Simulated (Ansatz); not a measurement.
Si:
```
CELL_PARAMETERS angstrom
      0.00000     7.34390     7.34390
      7.34390     0.00000     7.34390
      7.34390     7.34390     0.00000
ATOMIC_POSITIONS crystal
  Si 0.50000 0.50000 0.50000
  Si 0.75000 0.75000 0.75000
  Si 0.38951 0.38951 0.38951
  Si 0.41853 0.86049 0.86049
  Si 0.38951 0.38951 0.83147
  Si 0.86049 0.41853 0.86049
  Si 0.83147 0.38951 0.38951
  Si 0.86049 0.86049 0.86049
  Si 0.38951 0.83147 0.38951
  Si 0.86049 0.86049 0.41853
  Si 0.36435 0.75324 0.75324
  Si 0.12083 0.49676 0.88565
  Si 0.75324 0.36435 0.12917
  Si 0.49676 0.12083 0.49676
  Si 0.12917 0.75324 0.75324
  Si 0.49676 0.88565 0.49676
  Si 0.75324 0.12917 0.36435
  Si 0.88565 0.49676 0.12083
  Si 0.75324 0.36435 0.75324
  Si 0.88565 0.12083 0.49676
  Si 0.12917 0.75324 0.36435
  Si 0.49676 0.49676 0.12083
  Si 0.75324 0.12917 0.75324
  Si 0.49676 0.49676 0.88565
  Si 0.36435 0.75324 0.12917
  Si 0.12083 0.88565 0.49676
  Si 0.75324 0.75324 0.36435
  Si 0.49676 0.88565 0.12083
  Si 0.36435 0.12917 0.75324
  Si 0.12083 0.49676 0.49676
  Si 0.75324 0.75324 0.12917
  Si 0.88565 0.49676 0.49676
  Si 0.12917 0.36435 0.75324
  Si 0.49676 0.12083 0.88565
```

Relaxed with r²SCAN. Special points in fractions of this cell's reciprocal vectors: Γ (0.000, 0.000, 0.000); X (0.500, 0.000, 0.500); U (0.625, 0.250, 0.625); K (0.375, 0.375, 0.750); L (0.500, 0.500, 0.500); W (0.500, 0.250, 0.750).

Question: List the band energies nearest the valence-band maximum at these points for r²SCAN (plane waves, PAW; program Ansatz).

Answer: In eV from the valence-band maximum; about four levels below and three above (degenerate sets whole), none deeper than 8.9 eV; points with the same levels are listed once.

```csv
k,below,above
Γ,-0.59 -0.59 -0.59 0.00 0.00 0.00,1.46 1.50 1.50 1.50
X,-0.48 -0.48 -0.37 -0.37,0.78 0.78 1.40 1.40
U,-0.56 -0.56 -0.47 -0.36,0.92 1.08 1.30
L,-0.47 -0.47 -0.43 -0.43 -0.35,0.79 0.92 1.21
W,-0.58 -0.58 -0.57 -0.57,1.08 1.08 1.39 1.39
```

Space group Fd-3m. The first step of the workflow began from a Materials Project structure, measured or hypothetical. Its sites differ from those of the usual phase in this space group: another stacking or structure type. The cell was relaxed with r²SCAN under the symmetry of its start; whether a distortion lowers the energy is not shown.

Potentials: the later of the program's two PAW sets.
